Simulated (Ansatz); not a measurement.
# 95Mo fingerprints of the forms of Mg₃MoN₄

All values are calculated (Ansatz; DFT, PBE, plane waves and PAW, scalar-relativistic, 420 eV cutoff), not measured. Q(95Mo) = -22.00 mb, I = 5/2. The cells come from the Materials Project (computed, not necessarily observed phases), with the atoms as given. Calculated pressures reach 3 GPa in size and forces 0.3 eV/Å in them. Spin–orbit coupling is left out.

(1) A calculated 95Mo parameter set reads: |C_Q| = 6.52 MHz, η = 0.02. Which structure does it belong to?
A. C2/m, 16 atoms in the cell run; Mo site: 4 N at 1.86–1.91 Å; also 1 N at 2.90 Å
B. Pmn2_1, 16 atoms in the cell run; Mo site: 4 N at 1.84–1.87 Å

Results:

(1) A. Mg3MoN4 in C2/m gives |C_Q| = 6.52 MHz, η = 0.02; there Mo has 4 N at 1.86–1.91 Å; also 1 N at 2.90 Å. Mg3MoN4 in Pmn2_1 gives |C_Q| = 1.96 MHz, η = 0.25; there Mo has 4 N at 1.84–1.87 Å.
